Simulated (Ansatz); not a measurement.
Profile along the Cd–Cd line in Cd (hcp, Mg type)

Cd (hcp, Mg type)

```cif
data_Cd2
_chemical_formula_sum 'Cd2'
_space_group_name_H-M_alt 'P63/mmc'
_space_group_IT_number 194
_space_group_name_Hall '-P 6c 2c'
_cell_length_a 3.01606
_cell_length_b 3.01606
_cell_length_c 5.81912
_cell_angle_alpha 90.000
_cell_angle_beta 90.000
_cell_angle_gamma 120.000
loop_
_atom_site_label
_atom_site_type_symbol
_atom_site_symmetry_multiplicity
_atom_site_Wyckoff_symbol
_atom_site_fract_x
_atom_site_fract_y
_atom_site_fract_z
_atom_site_occupancy
Cd1 Cd 2 d 0.66667 0.33333 0.25000 1
```

Fields along a shortest Cd–Cd line of a (0001) plane (3.02 Å), from Cd to Cd, interpolated on the slice's grid (step about 0.2 Å). All values below come from PBE (plane waves to 420 eV, PAW, scalar-relativistic; Ansatz, a program for electronic structure). k mesh 18×18×8. Inside the PAW spheres the values are not all-electron values, and peaks at nuclei hang on which shells count as valence. Cd was relaxed with its symmetry unable to fall. The relaxed volume of Cd is well above the measured one; the method has no dispersion term.

| distance from Cd (Å) | valence electron density (e/Å³) | electron localisation function |
|---|---|---|
| 0.00 | 26.57 | x |
| 0.30 | 18.11 | x |
| 0.60 | 5.73 | 0.50 |
| 0.91 | 0.99 | 0.29 |
| 1.21 | 0.27 | 0.20 |
| 1.51 | 0.19 | 0.24 |
| 1.81 | 0.27 | 0.20 |
| 2.11 | 0.99 | 0.29 |
| 2.42 | 5.73 | 0.50 |
| 2.72 | 18.11 | x |
| 3.02 | 26.57 | x |

x: too close to a nucleus for the ELF to mean much.

Density on the Cd–Cd line (3.02 Å) at its midpoint: 0.19 e/Å³. ELF at that point: 0.24.
